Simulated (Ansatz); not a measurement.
Relaxed TiB2 (AlB2 type, space group P6/mmm):

```
TiB2
1.0
    6.04976     0.00000     0.00000
   -1.51244     2.61962     0.00000
    3.02488     0.00000     3.22383
Ti B
2 4
Direct
  0.00000   0.00000   0.00000
  0.50000   0.00000   0.00000
  0.91667   0.66667   0.50000
  0.41667   0.66667   0.50000
  0.08333   0.33333   0.50000
  0.58333   0.33333   0.50000
```

A phonon eigenvector at L = (0.5, 0.0, 0.5) is frozen into this cell: atom i moves by Q times the vector below, so Q is the largest atomic displacement, in Å. The cell is held. (q is in reciprocal vectors of the primitive cell; the cell shown is doubled to hold the pattern.)

```csv
atom,x,y,z
B3,-0.500,0.866,0.000
B4,0.500,-0.866,0.000
B5,-0.500,0.866,0.000
B6,0.500,-0.866,0.000
```

Atoms not listed stay in place.

Calculation: r2SCAN (plane waves to 500 eV, PAW, scalar-relativistic; Ansatz, a program for electronic structure). k mesh 18×18×18 (Γ-centred), Fermi-Dirac smearing 0.05 eV. The energy includes the smearing's −TS. Stress and pressure are positive under compression. With partly filled bands, energies and forces of such displacements shift with the k mesh and the smearing. The PAW data are Ansatz's earlier set. TiB2 is run without spin polarisation. TiB2 was relaxed with its symmetry unable to fall. The zero of ΔE is the undisplaced structure.

| Q (Å) | ΔE (eV/cell) | −dE/dQ from forces (eV/Å) | P (GPa) |
|---|---|---|---|
| -0.280 | 1.752 | 12.239 | 5.9 |
| -0.233 | 1.225 | 10.354 | 4.0 |
| -0.187 | 0.788 | 8.374 | 2.5 |
| -0.140 | 0.444 | 6.324 | 1.4 |
| -0.093 | 0.198 | 4.234 | 0.6 |
| -0.047 | 0.050 | 2.122 | 0.2 |
| 0.000 | 0.000 | 0.000 | 0.0 |
| 0.047 | 0.050 | -2.122 | 0.2 |
| 0.093 | 0.198 | -4.234 | 0.6 |
| 0.140 | 0.444 | -6.324 | 1.4 |
| 0.187 | 0.788 | -8.374 | 2.5 |
| 0.233 | 1.225 | -10.354 | 4.0 |
| 0.280 | 1.752 | -12.239 | 5.9 |

Read from the data:

The energy at Q = 0.280 Å comes out as 1752 meV/cell. Space group of the distorted cell: Ibam (No. 72), lowered from P6/mmm. Symmetry of the curve: even: the same for both signs. Shape of the curve: a single well with its minimum at or next to zero displacement. Harmonic wavenumber from the curvature (finite differences): 535 cm⁻¹. Wavenumber by perturbation theory (DFPT, on another k mesh): 535 cm⁻¹.

(For displaced atoms, the force is minus the slope of the energy, and its curvature is a force constant, which sets phonon frequencies.)
